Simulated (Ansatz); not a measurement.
YPd3:
```xyz
4
Lattice="4.0570 0.0000 0.0000 0.0000 4.0570 0.0000 0.0000 0.0000 4.0570" Properties=species:S:1:pos:R:3 pbc="T T T"
Y      0.0000     0.0000     0.0000
Pd     2.0285     2.0285     0.0000
Pd     0.0000     2.0285     2.0285
Pd     2.0285     0.0000     2.0285
```

Relaxed with PBEsol. Special points in fractions of this cell's reciprocal vectors: Γ (0.000, 0.000, 0.000); X (0.000, 0.500, 0.000); M (0.500, 0.500, 0.000); R (0.500, 0.500, 0.500).

Question: List the band energies nearest the Fermi level at these points for plane-wave PAW PBEsol (Ansatz code).

Answer: In eV from the Fermi level; about four levels below and three above (degenerate sets whole), none deeper than 8.9 eV; points with the same levels are listed once.

| k | below | above |
|---|---|---|
| Γ | -2.27 -2.27 -2.27 -0.97 -0.97 -0.44 | 0.02 0.02 0.02 |
| X | -1.63 -1.63 -1.59 -1.45 -0.83 | 0.02 2.31 2.31 |
| M | -1.81 -1.81 -1.58 -1.30 -0.77 | 2.12 2.12 3.13 3.13 |
| R | -1.94 -1.94 -0.31 -0.31 -0.31 | 0.73 1.88 1.88 1.88 |

Space group Pm-3m (Cu3Au type). The first step of the workflow began from a Materials Project structure, measured or hypothetical; the Crystallography Open Database files this formula in space group No. 221, but the cells were not matched. Its standing as an ambient phase is unchecked. Symmetry was held in the PBEsol relaxation; of distortions, only those at the zone centre were tested. No spin polarisation was allowed. Spin–orbit coupling is left out wherever it is not named.

Potentials: the later of the program's two PAW sets.
